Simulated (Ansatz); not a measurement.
Trial structures of K2SiB2: starts and ends

Method: DFT PBE, scalar-relativistic, plane waves, PAW (Ansatz 0.2.0). Settings: cutoff 420 eV, Γ-centred meshes spaced at most about 0.3 Å⁻¹, and about 0.25 Å⁻¹ or finer for metals (2π included), Gaussian smearing. No spin polarisation in the final relaxations.

Each guess was relaxed in cell and atoms at zero pressure, within the symmetry of its start. These are static total energies at zero pressure. Coordination counts B or Si atoms around K (for each partner element, those within 1.25 times its shortest distance or 1.15 times the sum of covalent radii, where it is the nearest in units of that sum or under 1.3; a plus sign parts groups by distance over the sum of covalent radii).

```tsv
guess	made from	start group	V start (Å³/atom)	end group	V end (Å³/atom)	coordination at the end	gap on mesh (eV)	E over the lowest end (meV/atom)
1	Sm2InNi2 type	Cmmm	21.7	Cmmm	24.3	K 10	0	190
2	Rb2PtC2 type	P-3m1	21.1	P-3m1	27.4	K 9	0	0
3	Nb2CS2 type	P-3m1	19.5	P-3m1	22.8	K 7	0	408
4	random cell	Cmmm	24.7	Cmmm	22.3	K 5	0	421
5	random cell	Immm	25.1	Immm	29.3	K 4+2	0	55
6	LuFe2Si2 type	I4/mmm	19.3	?	?	?	?	?
```

Guess 6 as it starts:

```cif
data_structure
_symmetry_space_group_name_H-M 'I4/mmm'
_symmetry_Int_Tables_number 139
_cell_length_a 4.2415
_cell_length_b 4.2415
_cell_length_c 10.7417
_cell_angle_alpha 90.000
_cell_angle_beta 90.000
_cell_angle_gamma 90.000
_cell_volume 193.25
loop_
_atom_site_label
_atom_site_type_symbol
_atom_site_symmetry_multiplicity
_atom_site_Wyckoff_symbol
_atom_site_fract_x
_atom_site_fract_y
_atom_site_fract_z
_atom_site_occupancy
K1 K 4 e 0.00000 0.00000 0.37384 1
Si1 Si 2 a 0.00000 0.00000 0.00000 1
B1 B 4 d 0.00000 0.50000 0.25000 1
```

Q: Predict the end of this guess and its energy over the lowest end.

A: It ends in space group I4/mmm (No. 139), with a = 2.820 Å, c = 21.840 Å, 17.4 Å³/atom and no gap. It lies 0.73 eV/atom over the lowest end, above guess 4 and so the highest of the set. Counting B or Si atoms around K, this end has K 8 and the lowest (guess 2) has K 9. This end holds B–B nets (shortest 1.99 Å); the lowest (guess 2) holds B–B pairs (shortest 1.54 Å).

```
CELL_PARAMETERS angstrom
-1.41021 1.41021 10.92001
1.41021 -1.41021 10.92001
1.41021 1.41021 -10.92001
ATOMIC_POSITIONS crystal
K 0.37677 0.37677 0.00000
K 0.62323 0.62323 0.00000
Si 0.00000 0.00000 0.00000
B 0.75000 0.25000 0.50000
B 0.25000 0.75000 0.50000
```

Formation energies are uncorrected and refer to the elements' standard structures at the same level.

Q: Is the lowest end bound against the elements?

A: No: its formation energy is +0.30 eV/atom. It can't be a ground state, since the elements alone are lower.

For metals, differences of a few meV/atom aren't resolved. Cells relaxed within their symmetry can be saddle points. A lower structure may well exist outside this small set. Some candidate types were left out of the draw beforehand, so a known form may be missing.
